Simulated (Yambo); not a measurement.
BSE-type run in Yambo on SiC (zinc blende, space group F-43m, No. 216), at zero momentum.

Quantum ESPRESSO step (PBEsol, PseudoDojo standard norm-conserving files, scalar-relativistic):
```
&CONTROL
  calculation = 'nscf'
  pseudo_dir = './pseudo'
  outdir = './out'
/
&SYSTEM
  ibrav = 0
  nat = 2
  ntyp = 2
  ecutwfc = 82.0
  ecutrho = 328.0
  occupations = 'fixed'
  force_symmorphic = .true.
  nbnd = 15
/
&ELECTRONS
  conv_thr = 2e-09
  diago_full_acc = .true.
  diago_thr_init = 1e-08
/
ATOMIC_SPECIES
C 12.0110 C.upf
Si 28.0850 Si.upf
CELL_PARAMETERS angstrom
  0.000000000000   2.178551485000   2.178551485000
  2.178551485000   0.000000000000   2.178551485000
  2.178551485000   2.178551485000   0.000000000000
ATOMIC_POSITIONS crystal
C   0.000000000000   0.000000000000   0.000000000000
Si   0.750000000000   0.750000000000   0.750000000000
K_POINTS automatic
10 10 10 0 0 0
```

Yambo input:
```
rim_cut
optics
bse
bss
dipoles
em1s
RandQpts= 1000000
RandGvec= 1 Ry
FFTGvecs= 40 Ry
Chimod= "HARTREE"
BSKmod= "SEX"
BSEmod= "resonant"
BSSmod= "hs"
BSENGexx= 15 Ry
BSENGBlk= 4 Ry
% BSEQptR
 1 | 1 |
%
% BSEBands
 2 | 8 |
%
% BEnRange
 0.0 | 12.6 | eV
%
% BDmRange
 0.15 | 0.15 | eV
%
BEnSteps= 252
% BLongDir
 1.0 | 0.0 | 0.0 |
%
BSHayTrs= -0.02
BSSNEig= 24
WRbsWF
% BndsRnXs
 1 | 11 |
%
NGsBlkXs= 4 Ry
% LongDrXs
 1.0 | 1.0 | 1.0 |
%
```

From the report:

The dimension is k points × valence × conduction bands = 1000 × 3 × 4 = 12000.
```
  [SLEPC] Approach                          : Krylov-Schur
  [SLEPC] Number of requested eigenvalues   :  24
  [SLEPC] Number of eigenvalues        [NEV]:  24
   [K] Dimension                                    :  12000
   [K] Bands                                        :   2   8
   [K] Exchange res                                 : yes
   [K] Correlation res                              : yes
   [K] W interaction is bare                        : no
   [K] RL vectors exchange                          :  169
   [K] RL vectors correlation                       :  27
   [W] Matrix size                                  :  27
   [W] Bands                                        :   1  11
   [W] Coulomb Cutoff                               : none
   [W] Hxc Kernel                                   : HARTREE
```

Geometry relaxed with PBEsol.
